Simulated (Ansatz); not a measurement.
Te₇Pd₂₀ in space group R-3 (No. 148; Pearson symbol hR27), DFT-r²SCAN in the program Ansatz with PAW potentials, all energies at zero smearing, with the estimated change up to a 700 eV cutoff added, with one set of potentials and settings (totals compare only within such a set). Cell of 27 atoms (7 Te, 20 Pd): -188686.552 eV.

```json
[
 {"element": "Te", "reference phase": "P3_121, 3 atoms in the cell", "E (eV/atom)": "-6994.8235"},
 {"element": "Pd", "reference phase": "Fm-3m, 1 atoms in the cell", "E (eV/atom)": "-6985.7456"}
]
```

Formation energy per atom, worked out: (-188686.552 − 7×(-6994.8235) − 20×(-6985.7456))/27 = -0.292 eV/atom (-28 kJ per mol of atoms), at 0 K, without zero-point energy or fitted corrections.

The first step of the workflow began from a Materials Project structure, measured or hypothetical; the Crystallography Open Database copy checked does not list it. Its standing as an ambient phase is unchecked. Symmetry was held in the r²SCAN relaxation; whether a distortion lowers the energy is not shown. The run is not spin-polarised. The references are the lowest solids computed at this level, not always the standard phases. Spin–orbit coupling is left out wherever it is not named.

Potentials: the later of the program's two PAW sets.
